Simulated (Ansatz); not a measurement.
The relaxed structure here is a generated cell of Mn: the first start was made by a random draw of sites in a space group, and the end was not matched to a known phase here, so it may be hypothetical.

The start is a randomly generated symmetric cell of Mn (space group No. 123). The structure is fully relaxed (lattice and positions, P = 0) with r2SCAN (plane waves to 500 eV, PAW, scalar-relativistic; Ansatz, an electronic-structure program). The first steps use a coarse 13×13×16 k-mesh.

Input geometry:
```
CELL_PARAMETERS angstrom
      2.41765     0.00000     0.00000
      0.00000     2.41765     0.00000
      0.00000     0.00000     2.02391
ATOMIC_POSITIONS crystal
  Mn 0.00000 0.00000 0.00000
```
Spin-polarised start, with parallel moments on Mn.

Problem. What symmetry does the relaxed structure have?

Solution. The space group goes from P4/mmm (No. 123) to Pm-3m (No. 221); the end is simple cubic type, with 1 atom in the primitive magnetic cell.

Problem. How does the volume per atom move from start to end?

Solution. +59.1 %, from 11.83 to 18.82 Å³/atom.

Problem. What magnetic moments remain?

Solution. Net 4.23 μB/atom, ferromagnetic.

Problem. What does it relax into? Give the structure.

Solution. 
Space group Pm-3m (No. 221); a = b = c = 2.6602 Å, α = β = γ = 90.00°

```
atom  site  symmetry       x       y       z
----  ----  --------  ------  ------  ------
Mn      1a      m-3m  0.0000  0.0000  0.0000
```

Final values are on a 17×17×17 k-mesh of the relaxed cell. The start holds a very short contact (Mn–Mn 2.02 Å). Spin state reached: ferromagnetic (net 4.23 μB/atom), from parallel starting moments; other spin orders were not run from this start. r2SCAN tends to overstate moments in metals.

The run could not lose the symmetry of its start: the end is stationary, and may be a saddle point rather than a minimum.
